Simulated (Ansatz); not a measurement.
Ansatz input

```yaml
crystal:
  lattice:
    - [-1.7855579777, 1.7855579777, 1.7855579777]
    - [1.7855579777, -1.7855579777, 1.7855579777]
    - [1.7855579777, 1.7855579777, -1.7855579777]
  atoms:
    - { symbol: Sc, position: [0.0, 0.0, 0.0] }
hamiltonian:
  xc: lda
  pseudopotentials:
    kind: paw_fr
    azcp:
      Sc: "pseudopotentials/Sc.paw.azcp"
basis:
  ecutwfc: 420
  fft_grid_basis: typed
kpoints:
  mp_grid: { grid: [12, 12, 12], shift: [0, 0, 0] }
magnetization:
  noncollinear: true
  spin_orbit: true
scf:
  occupations: { method: fermi_dirac, width: 0.1 }
```

and its output:

```
Warning: the record states the generating functional pbe (its physics header spells it `PBE`), which answers neither for hamiltonian.xc's functional nor for the lda family's — results may be inconsistent (PPs are generated against a specific XC)
Engine: ansatz 0.2.0, aarch64-unknown-linux-gnu
Pseudopotentials: kind: paw_fr
Pseudopotential: Sc, paw_fr, valence charge 11, recommended cutoff 420 eV (normal) 
Functional definition: SPW92
  exchange = slater_x
  correlation = pw_c
non-collinear run that drives no moment, with spin-orbit: no starting moment large enough to seed its density (crystal.atoms[].spin), no starting occupations that ask for one, no magnetisation constraint and no magnetic field, so the semilocal B_xc is pinned to zero
Crystal: 1 atoms, lattice volume = 22.771 Å³
Basis set: ecut = 420 eV, 429 PW (Γ)
Bands: 20, of which v1, the nominal top of the filled ones, is band 11 counted from 1 (10 counted from 0)
Symmetry: 48 space group operations + 48 with time reversal
Magnetic group: BNS 229.141 (UNI 1643), of the structure as read, at distance tolerance 2.8e-5 Å
k-points: 72 of 1728
Projection manifold: j_resolved (fully-relativistic pseudo-atomic orbitals)
Non-local potential: Sc, projectors of the file, l = 0: 3, l = 1: 4, l = 2: 6, l = 3: 2
PAW form: soft (Blöchl's): semilocal exchange-correlation on the pseudo side does not see the compensation charge
PAW frozen core: Sc, regenerated for the run's functional, and the local potential with it (the file was generated under x = pbe(κ = 0.804, μ = 0.2195149727645171), c = pbe(β = 0.06672455060314922))
PAW one-centre angular grid: Sc, 590 points (default); XC on 64 Gauss nodes
Initial density: superposition of atomic densities (chi_scale 0.1, normalization cell)
Initial wavefunctions: pseudopotential atomic-orbital guess
Functional: x = slater, c = lda
SCF iter   1: F=—  HF=-2089.040857 eV  |F-HF|=—  |Δ(HF+E_count)|=         —  Δρ=2.41e-2  dr2=1.68e-1  dr2_m=0.00e0 (ungated)  ethr=3.10e-3  |M|=0.00e0 ∫|m|=0.00e0 μB  |m|>n=0.0e0 m-floor=0.0e0 τ_xc=0.0e0  β_m=0.30  ⟨swp⟩=7.3  Hψ=4054  notcnv=0  defer=8
SCF iter   2: F=—  HF=-2088.989080 eV  |F-HF|=—  |Δ(HF+E_count)|=   5.18e-2  Δρ=1.08e-2  dr2=3.05e-2  dr2_m=0.00e0 (ungated)  ethr=1.53e-3  |M|=0.00e0 ∫|m|=0.00e0 μB  |m|>n=0.0e0 m-floor=0.0e0 τ_xc=0.0e0  β_m=0.40  ⟨swp⟩=2.0  Hψ=1233  notcnv=0  defer=88
SCF iter   3: F=—  HF=-2088.981864 eV  |F-HF|=—  |Δ(HF+E_count)|=   7.22e-3  Δρ=3.84e-3  dr2=1.78e-3  dr2_m=0.00e0 (ungated)  ethr=2.78e-4  |M|=0.00e0 ∫|m|=0.00e0 μB  |m|>n=0.0e0 m-floor=0.0e0 τ_xc=0.0e0  β_m=0.67  ⟨swp⟩=2.6  Hψ=1196  notcnv=0  defer=88
SCF iter   4: F=—  HF=-2088.981957 eV  |F-HF|=—  |Δ(HF+E_count)|=   9.36e-5  Δρ=9.25e-4  dr2=1.96e-4  dr2_m=0.00e0 (ungated)  ethr=1.62e-5  |M|=0.00e0 ∫|m|=0.00e0 μB  |m|>n=0.0e0 m-floor=0.0e0 τ_xc=0.0e0  β_m=0.76  ⟨swp⟩=2.0  Hψ=1349  notcnv=0  defer=88
SCF iter   5: F=—  HF=-2088.981880 eV  |F-HF|=—  |Δ(HF+E_count)|=   7.71e-5  Δρ=4.23e-5  dr2=4.22e-7  dr2_m=0.00e0 (ungated)  ethr=1.78e-6  |M|=0.00e0 ∫|m|=0.00e0 μB  |m|>n=0.0e0 m-floor=0.0e0 τ_xc=0.0e0  β_m=0.85  ⟨swp⟩=2.2  Hψ=1078  notcnv=0  defer=88
SCF iter   6: F=—  HF=-2088.981879 eV  |F-HF|=—  |Δ(HF+E_count)|=   1.32e-6  Δρ=3.87e-6  dr2=2.17e-9  dr2_m=0.00e0 (ungated)  ethr=9.09e-10  |M|=0.00e0 ∫|m|=0.00e0 μB  |m|>n=0.0e0 m-floor=0.0e0 τ_xc=0.0e0  β_m=0.86  ⟨swp⟩=2.0  Hψ=1425  notcnv=0
SCF iter   7: F=-2088.981879 eV  HF=-2088.981879 eV  |F-HF|=1.55e-11  |Δ(HF+E_count)|=  7.63e-10  Δρ=3.91e-7  dr2=2.90e-11  dr2_m=0.00e0 (ungated)  ethr=1.97e-11  |M|=0.00e0 ∫|m|=0.00e0 μB  |m|>n=0.0e0 m-floor=0.0e0 τ_xc=0.0e0  ⟨swp⟩=1.0  Hψ=2174  notcnv=0
SCF 1 converged in 7 iterations: F = -2088.981879 eV  dr2 = 2.90e-11
SCF converged after 7 iterations
Magnetization: |M| = 0.0000 μB,  M = (+0.0000, +0.0000, +0.0000) μB
Absolute magnetization: 0.0000 μB (∫|m|)
  site 0: m = (+0.0000, +0.0000, +0.0000) μB, |m| = 0.0000 μB  (R = 1.28 Å)
Free energy (F): -2088.981879 eV
Harris-Foulkes:  -2088.981879 eV  (|F-HF|=1.55e-11)
Internal energy: -2088.904101 eV  (E = F + TS)
E sigma→0 (E₀):  -2088.942990 eV
Entropy (-TS):   -0.077778 eV (-77.778 meV/atom)
Fermi energy:    10.028727 eV
--- Per-component energies (eV) ---
  E_band       = -157.690269
  E_kinetic    = 261.260036
  E_local      = -813.091680  (includes V_loc(G=0)·N_el)
  E_nonlocal   = 87.422270
  E_hartree    = 276.351062
  E_xc         = -103.101746
  E_vxc        = -128.528521  (∫ρ·V_xc dr)
  E_paw        = -910.253930  (= ΣΔE_a)
  E_vpaw       = -117.454646  (= ΣTr[D̂ρ^β])
  E_aug_tail   = 0.000010  (compensation charges beyond the density's cutoff)
  E_ewald      = -887.795906
  E_core_change = 0.305783  (= ΣΔE_core)
  E_smearing   = -0.077778  (= −TS)
  E_closure    = 0.000000  (closes the sum)
  Σ components = -2088.981879   (vs F -2088.981879, Δ=0.00e0)
```
